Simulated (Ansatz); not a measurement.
An Ansatz (an electronic-structure program) run. Input:

Ansatz 0.2 input:
```yaml
crystal:
  lattice:
    - [0.0, 2.9900624684, 2.9900624684]
    - [2.9900624684, 0.0, 2.9900624684]
    - [2.9900624684, 2.9900624684, 0.0]
  atoms:
    - { symbol: Cu, position: [0.5, 0.5, 0.5] }
    - { symbol: Cu, position: [0.75, 0.75, 0.75] }
    - { symbol: Cu, position: [0.25, 0.25, 0.25] }
    - { symbol: Sn, position: [0.0, 0.0, 0.0] }
kpoints:
  mp_grid: { grid: [12, 12, 12] }
hamiltonian:
  xc: lda
  pseudopotentials: { kind: paw }
scf:
  occupations: { method: fermi_dirac, width: 0.1 }
phonons:
  method: dfpt
  response_accuracy: low
  eigenvectors: true
  rigid_motions: translations
```

Output (shortened):

```
Pseudopotential: Cu, paw, valence charge 19
Pseudopotential: Sn, paw, valence charge 14
Functional definition: SPW92
Crystal: 4 atoms, lattice volume = 53.465 Å³
Basis set: ecut = 420 eV, 1037 PW (Γ), exchange–correlation on 60×60×60 points (8 copies of the dense FFT grid, shifted against one another)
Bands: 43, of which v1, the nominal top of the filled ones, is band 36 counted from 1 (35 counted from 0)
Symmetry: 48 space group operations
k-points: 163 of 1728 (irreducible under 8 space group operations, time reversal used)
SCF iter   1: F=—  HF=-25546.463443 eV  |F-HF|=—  |Δ(HF+E_count)|=         —  Δρ=1.78e-2  dr2=7.57e-2  ethr=1.77e-3  ⟨swp⟩=6.1  Hψ=25303  notcnv=0  defer=46
preconditioner: auto → Kerker (q_TF=auto, 2.860 Å⁻¹)
SCF iter   2: F=—  HF=-25546.444009 eV  |F-HF|=—  |Δ(HF+E_count)|=   1.94e-2  Δρ=3.63e-3  dr2=3.13e-3  ethr=1.07e-4  ⟨swp⟩=2.0  Hψ=12035  notcnv=0  defer=210
SCF iter   3: F=—  HF=-25546.442644 eV  |F-HF|=—  |Δ(HF+E_count)|=   1.36e-3  Δρ=2.73e-3  dr2=1.81e-3  ethr=4.40e-6  ⟨swp⟩=2.0  Hψ=10478  notcnv=0  defer=210
SCF iter   4: F=—  HF=-25546.442150 eV  |F-HF|=—  |Δ(HF+E_count)|=   4.94e-4  Δρ=6.87e-4  dr2=1.36e-4  ethr=2.54e-6  ⟨swp⟩=1.0  Hψ=6797  notcnv=0  defer=210
SCF iter   5: F=—  HF=-25546.442124 eV  |F-HF|=—  |Δ(HF+E_count)|=   2.60e-5  Δρ=1.79e-4  dr2=1.85e-5  ethr=1.91e-7  ⟨swp⟩=2.0  Hψ=9502  notcnv=0  defer=210
SCF iter   6: F=—  HF=-25546.442128 eV  |F-HF|=—  |Δ(HF+E_count)|=   3.82e-6  Δρ=1.68e-4  dr2=9.51e-6  ethr=2.61e-8  ⟨swp⟩=2.0  Hψ=9813  notcnv=0  defer=210
SCF iter   7: F=—  HF=-25546.442121 eV  |F-HF|=—  |Δ(HF+E_count)|=   6.74e-6  Δρ=2.38e-5  dr2=2.44e-7  ethr=1.34e-8  ⟨swp⟩=2.0  Hψ=11108  notcnv=0  defer=210
SCF iter   8: F=—  HF=-25546.442123 eV  |F-HF|=—  |Δ(HF+E_count)|=   1.60e-6  Δρ=1.06e-5  dr2=9.22e-8  ethr=3.44e-10  ⟨swp⟩=2.0  Hψ=12592  notcnv=0  defer=210
SCF iter  12: F=-25546.442123 eV  HF=-25546.442123 eV  |F-HF|=3.64e-12  |Δ(HF+E_count)|=  2.18e-11  Δρ=8.70e-8  dr2=3.13e-12  ethr=1.00e-12  ⟨swp⟩=8.6  Hψ=39227  notcnv=0
SCF 1 converged in 12 iterations: F = -25546.442123 eV  dr2 = 3.13e-12
DFPT response loops at Γ: preconditioner auto → Kerker (q_TF=auto, 2.860 Å⁻¹) (partly filled bands, converged f_vac=0.000) …
SCF converged after 12 iterations
Free energy (F): -25546.442123 eV
Harris-Foulkes:  -25546.442123 eV  (|F-HF|=3.64e-12)
Internal energy: -25546.415028 eV  (E = F + TS)
E sigma→0 (E₀):  -25546.428575 eV
Entropy (-TS):   -0.027095 eV (-6.774 meV/atom)
Fermi energy:    17.342238 eV
--- Per-component energies (eV) ---
  E_band       = -1078.497618
  E_kinetic    = 1095.963041
  E_local      = -13336.372420  (includes V_loc(G=0)·N_el)
  E_nonlocal   = 1164.635606
  E_hartree    = 6088.217328
  E_xc         = -647.596076
  E_vxc        = -447.286304  (∫ρ·V_xc dr)
  E_paw        = -8786.269656  (= ΣΔE_a)
  E_vpaw       = -1731.872643  (= ΣTr[D̂ρ^β])
  E_aug_tail   = 0.000622  (compensation charges beyond the density's cutoff)
  E_ewald      = -11126.767351
  E_core_change = 1.773878  (= ΣΔE_core)
  E_smearing   = -0.027095  (= −TS)
  E_closure    =  0.000000  (closes the sum)
  Σ components = -25546.442123   (vs F -25546.442123, Δ=0.00e0)
  [band-id]    e_kinetic+e_local+e_nonlocal+2·e_hartree+e_vxc+e_vpaw+e_augmentation_tail = -1078.497441   (vs E_band -1078.497618, Δ=1.76e-4)
--- Band table (eV; the first three rows and the last of 163) ---
  k-point 0: bands = ["-95.3266", "-95.3253", "-94.8584", "-53.1539", "-53.1539", "-53.1539", "-53.1474", "-53.1474", "-53.1474", "-52.6841", "-52.6841", "-52.6841", "-4.4447", "-4.4447", "-4.4447", "-4.3828", "-4.3828", "5.2101", "12.2215", "12.2215", …
  k-point 1: bands = ["-95.3266", "-95.3253", "-94.8584", "-53.1538", "-53.1538", "-53.1538", "-53.1476", "-53.1476", "-53.1475", "-52.6841", "-52.6841", "-52.6841", "-4.4447", "-4.4438", "-4.4438", "-4.3825", "-4.3825", "5.2986", "12.1454", "12.2124", …
  k-point 2: bands = ["-95.3265", "-95.3254", "-94.8584", "-53.1537", "-53.1535", "-53.1535", "-53.1479", "-53.1479", "-53.1476", "-52.6842", "-52.6840", "-52.6840", "-4.4448", "-4.4416", "-4.4416", "-4.3817", "-4.3817", "5.5616", "11.9033", "12.2036", …
  k-point 162: bands = ["-95.3259", "-95.3259", "-94.8585", "-53.1563", "-53.1548", "-53.1510", "-53.1510", "-53.1458", "-53.1457", "-52.6843", "-52.6843", "-52.6835", "-4.4410", "-4.4410", "-4.4195", "-4.3884", "-4.3721", "8.3695", "10.9467", "10.9467", …
--- Phonons (Γ-DFPT): 3 representative perturbations + reference, on 163 of 1728 k-points (Σ response iterations 11) ---
  ASR residual: 3.794e-4 → 0.000e0 eV/Å²; symmetrization residual: 1.125e-4 eV/Å²
  ASR residual per site (eV/Å²): 1.85e-4 3.79e-4 3.79e-4 2.86e-4
  Γ frequencies (cm⁻¹): 0.00 0.00 0.00 129.44 129.44 129.44 136.81 136.81 136.81 195.33 195.33 195.33
  non-analytic LO–TO correction: not included (Born effective charges unavailable; polar crystals: no LO–TO splitting at Γ)
```

Cost: around 4 core-minutes (rough) on shared cores.

Space group Fm-3m. The first step of the workflow began from a Materials Project structure, measured or hypothetical; the Crystallography Open Database copy checked does not list it. COD files the formula under space group No. 59, 63. With Cu and Sn taken as one species the cell has the higher symmetry Im-3m, so it may be an ordered model of a mixed-site phase. Its standing as an ambient phase is unchecked. Symmetry was held in the LDA relaxation. At this level the phase is mechanically unstable. The run is not spin-polarised. As this level gives no gap, phonon frequencies hold no LO–TO term and depend on the k-mesh and smearing (Fermi–Dirac, 0.1 eV here). Spin–orbit coupling is left out wherever it is not named.

Potentials: the later of the program's two PAW sets.

Ansatz is a plane-wave DFT program.
